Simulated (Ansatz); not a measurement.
## From the elastic tensor of Ti$_{2}$O$_{3}$ to moduli and sound speeds

All numbers below come from Ansatz, DFT PBEsol, scalar-relativistic, plane waves, PAW. Cutoff 420 eV, 12×12×12 k-points (Γ-centred), Fermi-Dirac smearing of 0.15 eV. No spin polarisation.

The structure is trigonal, space group R-3c (No. 167). Conventional cell: a = 5.032 Å, b = 5.032 Å, c = 13.945 Å, α = 90.00°, β = 90.00°, γ = 120.00°. Ti (site symmetry 3) has 6 O at 2.00 to 2.06 Å as nearest neighbours. O (site symmetry 2) has 4 Ti at 2.00 to 2.06 Å as nearest neighbours.

In a metal, frequencies and elastic constants depend on the k mesh and the smearing, soft modes and shear constants most. Spin polarisation was left out, and a magnetic state may lie lower. A semilocal functional can close a gap that the real compound has.

Relaxed-ion constants (GPa, on the Cartesian axes of the calculation):
```
348.0 185.2 172.8 -12.3   0.0   0.0
185.2 348.0 172.8  12.3   0.0   0.0
172.8 172.8 331.1   0.0   0.0   0.0
-12.3  12.3   0.0  94.9   0.0   0.0
  0.0   0.0   0.0   0.0  94.9 -12.3
  0.0   0.0   0.0   0.0 -12.3  81.4
```

Density 4.684 g/cm³; 10 atoms in 101.91 Å³.

The values that follow are for a polycrystal of randomly turned grains, by Hill's mean where one number stands.

With S = C⁻¹: B_V = (C11+C22+C33+2(C12+C13+C23))/9, G_V = (C11+C22+C33−C12−C13−C23+3(C44+C55+C66))/15, 1/B_R = S11+S22+S33+2(S12+S13+S23), 15/G_R = 4(S11+S22+S33−S12−S13−S23)+3(S44+S55+S66); Hill is their mean. Then v_l = √((B+4G/3)/ρ), v_t = √(G/ρ), v_m = [(2/v_t³+1/v_l³)/3]^(−1/3) and Θ = (ħ/k_B)·v_m·(6π²n/V)^(1/3) for n atoms in the volume V; E = 9BG/(3B+G), ν = (3B−2G)/(2(3B+G)) and A^U = 5G_V/G_R + B_V/B_R − 6.

- Bulk modulus, Voigt / Reuss / Hill: 232.1 / 231.7 / 231.9 GPa
- Shear modulus, Voigt / Reuss / Hill: 87.3 / 85.5 / 86.4 GPa
- Young's modulus: 231 GPa
- Poisson ratio: 0.334
- Pugh ratio B/G: 2.68 (over 1.75, the rule of thumb for ductile)
- Universal anisotropy index: 0.11
- Longitudinal and transverse sound speeds: 8608 and 4295 m/s
- Debye temperature from the mean sound speed: 662 K

Cost: 1 run of about 25 core-minutes, on AMD EPYC 9R45 (Zen 5) (shared hosts).